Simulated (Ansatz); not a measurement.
Vibrational response of TaN at 1 GPa

These are results of DFT LDA, scalar-relativistic, plane waves, PAW in Ansatz 0.2.0, not measurements. Cutoff 420 eV, 18×18×14 k-points (Γ-centred), Fermi-Dirac smearing of 0.15 eV. No spin polarisation. Phonons by linear response, acoustic sum rule imposed.

The cell, relaxed at 1 GPa:
```yaml
crystal:
  lattice:
    - [2.90424, 0.00000, 0.00000]
    - [-1.45212, 2.51515, 0.00000]
    - [0.00000, 0.00000, 2.84873]
  atoms:
    - { symbol: Ta, position: [0.33333, 0.66667, 0.50000] }
    - { symbol: N, position: [0.00000, 0.00000, 0.00000] }
```

In a metal, frequencies and elastic constants depend on the k mesh and the smearing, soft modes and shear constants most. Spin–orbit coupling is left out, which matters for heavy elements. A semilocal functional can close a gap that the real compound has.

(1) Is this structure stable against zone-centre distortions?

(2) List the optical modes at Γ (i marks imaginary ones).

Answers

(1) Yes, at Γ: no optical mode is imaginary. Strains and other wave vectors aren't tested by this run.

(2)
```tsv
frequency (meV)	degeneracy
67.4	2
70.9	1
```

This form isn't the usual stable structure of the compound.

Cost: 1 run of about 0.55 core-minutes, on AMD EPYC 9R45 (Zen 5) (shared hosts).